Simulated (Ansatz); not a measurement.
GaP in space group P4_2/mmc (No. 131; Ga on 2c, P on 2e) under volume change, the program Ansatz at the r²SCAN level (PAW), shape and atoms relaxed at each volume.

```json
[
 {"V (Å³/atom)": "18.959", "E − E(relaxed) (meV/atom)": "___", "P (GPa)": "___"},
 {"V (Å³/atom)": "19.584", "E − E(relaxed) (meV/atom)": "16.3", "P (GPa)": "4.53"},
 {"V (Å³/atom)": "20.209", "E − E(relaxed) (meV/atom)": "3.6", "P (GPa)": "2.00"},
 {"V (Å³/atom)": "20.835", "E − E(relaxed) (meV/atom)": "0.0", "P (GPa)": "0.03"},
 {"V (Å³/atom)": "21.460", "E − E(relaxed) (meV/atom)": "3.0", "P (GPa)": "-1.55"},
 {"V (Å³/atom)": "22.085", "E − E(relaxed) (meV/atom)": "12.0", "P (GPa)": "-3.03"},
 {"V (Å³/atom)": "22.710", "E − E(relaxed) (meV/atom)": "___", "P (GPa)": "___"}
]
```

### Question
Fill in the missing entries.

### Answer

- 18.959, E − E(relaxed) (meV/atom): 38.0
- 18.959, P (GPa): 6.73
- 22.710, E − E(relaxed) (meV/atom): 26.1
- 22.710, P (GPa): -4.17

### Question
What does a third-order Birch–Murnaghan fit give for V₀, B₀ and B′?

### Answer
V₀ = 20.88 Å³/atom, B₀ = 59.2 GPa, B′ = 3.8.

A made-up cell: these elements were put on the sites of a structure type; neither database checked (COD, Materials Project) lists it. It is not the phase usual at ambient conditions (space group No. 216). The cell was relaxed with r²SCAN under the symmetry of its start; its stability against distortions is not shown here. Spin–orbit coupling is left out wherever it is not named.

Potentials: the later of the program's two PAW sets.
